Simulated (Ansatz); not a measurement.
PbSe with iodine replacing Se: gradients before and after relaxing the atoms

Start: a supercell of PbSe (rock salt type, Fm-3m) built from a structure deposited in the COD, with all atoms left at the host's positions.

Space group Fm-3m (No. 225); a = 18.3639 Å.

| site | Wyckoff | site symmetry | x | y | z |
| --- | --- | --- | --- | --- | --- |
| Pb1 | 32f | .3m | 0.3333 | 0.8333 | 0.8333 |
| Pb2 | 24e | 4m.m | 0.5000 | 0.0000 | 0.8333 |
| Pb6 | 48h | m.m2 | 0.8333 | 0.1667 | 0.0000 |
| Pb27 | 4a | m-3m | 0.0000 | 0.5000 | 0.5000 |
| I | 4b | m-3m | 0.5000 | 0.0000 | 0.0000 |
| Se29 | 48i | m.m2 | 0.6667 | 0.1667 | 0.0000 |
| Se32 | 32f | .3m | 0.8333 | 0.1667 | 0.1667 |
| Se42 | 24e | 4m.m | 0.0000 | 0.5000 | 0.3333 |

One atom of each set is listed; the run and its k-mesh use a cell of 54 atoms with edges of 12.99, 12.99, 12.99 Å.

The numbers come from a DFT calculation in Ansatz (PBE, plane waves and PAW, scalar-relativistic, 420 eV cutoff, Γ-centred 2×2×2 k-points, Fermi–Dirac smearing 0.01 eV, cell charge +1).

The largest force at the start is 1.3 eV/Å. Relaxing the ions at fixed cell moves them by 0.205 Å at most (atom 5, Pb) and 0.072 Å rms.

```tsv
site	moved (Å)	first shell before	first shell after	V_zz before (10²¹ V/m²)	η before
Pb1	0.007	6 Se at 3.06 Å	6 Se at 3.06 Å	-0.020	0.00
Pb2	0.205	5 Se at 3.06 Å, 1 I at 3.06 Å	5 Se at 2.91–3.06 Å, 1 I at 3.27 Å	8.06	0.00
Pb6	0.029	6 Se at 3.06 Å	6 Se at 3.05–3.08 Å	-1.64	0.04
I	0.000	6 Pb at 3.06 Å	6 Pb at 3.27 Å	0.00	–
Se29	0.014	6 Pb at 3.06 Å	6 Pb at 3.05–3.06 Å	1.32	0.93
Se32	0.007	6 Pb at 3.06 Å	6 Pb at 3.06 Å	<0.005	–
Se42	0.056	6 Pb at 3.06 Å	6 Pb at 2.91–3.08 Å	1.69	0.00
```

**Question.** How do the gradients change?

**Answer.** 

```
site  V_zz after  η after  change of V_zz
 Pb1       0.092     0.00           +0.11
 Pb2       -0.17     0.00           -8.23
 Pb6       -1.60     0.09           +0.04
   I        0.00        –            0.00
Se29        2.45     0.22               –
Se32       -0.52     0.00           -0.52
Se42        3.20     0.00           +1.51
```

The largest change of V_zz along a kept axis is on Pb2, from 8.06 to -0.17. In per cent, |V_zz| changes by -2 on Pb, +90 on Se (all sites that start above 0.5, bar those whose gradient vanishes or changes sign or whose main axis turns by over 40°). V_zz changes sign on Pb2 (same axis). On Se29 the largest principal value lies along another axis in the second run, so the two V_zz can't be compared directly. Other sites without a gradient aren't listed.

The defect repeats with the cell of 54 atoms, so it feels its images: sites between two images don't show the values beside a lone defect, and zeros or small values of η there can come from the images' arrangement. A uniform background compensates the cell's charge. Spin–orbit coupling is left out, which shifts gradients on Pb by a few per cent in wide-gap crystals, and can shift them far more where the calculated gap is small or absent, as here. With a gap of 0.3 eV on this mesh, small gradients can still move by 0.1 × 10²¹ V/m² or more as the k-mesh gets denser.
Before: The neighbours have not yet relaxed around the defect (largest force 1.3 eV/Å), so a real crystal will differ.
After: The relaxation keeps the site symmetry m-3m of the start, so the impurity can't leave its site; a start off the site could end lower.
